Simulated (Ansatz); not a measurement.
ZnO:
```yaml
crystal:
  lattice:
    - [3.16780, 0.00000, 0.00000]
    - [-1.58390, 2.74339, 0.00000]
    - [0.00000, 0.00000, 7.62065]
  atoms:
    - { symbol: Zn, position: [0.49962, 0.00000, 0.66667] }
    - { symbol: Zn, position: [0.00000, 0.49962, 0.33333] }
    - { symbol: Zn, position: [0.50038, 0.50038, 0.00000] }
    - { symbol: O, position: [0.49981, 0.00000, 0.16667] }
    - { symbol: O, position: [0.00000, 0.49981, 0.83333] }
    - { symbol: O, position: [0.50019, 0.50019, 0.50000] }
```

Relaxed with PBE. Special points in fractions of this cell's reciprocal vectors: Γ (0.000, 0.000, 0.000); M (0.500, 0.000, 0.000); K (0.333, 0.333, 0.000); A (0.000, 0.000, 0.500); L (0.500, 0.000, 0.500); H (0.333, 0.333, 0.500).

List the band energies nearest the valence-band maximum at these points for the program Ansatz at the PBE level (PAW).

In eV from the valence-band maximum; about four levels below and three above (degenerate sets whole), none deeper than 8.9 eV; points with the same levels are listed once.

```
k                          below           above
-  -----------------------------  --------------
Γ        -0.88 -0.75 -0.44 -0.44  0.30 4.22 4.22
M        -1.64 -1.38 -1.13 -1.10  4.76 5.54 5.88
K  -2.29 -2.29 -2.02 -1.22 -1.22  6.51 6.57 6.57
A         -0.90 -0.90 -0.89 0.00  2.12 2.12 5.45
L        -1.44 -1.31 -1.23 -1.19  4.72 5.40 6.04
H        -2.35 -2.35 -1.64 -0.65  6.49 6.65 6.65
```

Space group P6_222. The start of the workflow was typed in or built on a structure type; neither database checked (COD, Materials Project) lists it. It is not the phase usual at ambient conditions (space group No. 186). Symmetry was held in the PBE relaxation; its stability against distortions is not shown here. Point labels and valley counts follow the cell and symmetry of the run, lower than the named group.

Potentials: the earlier of the program's two PAW sets.
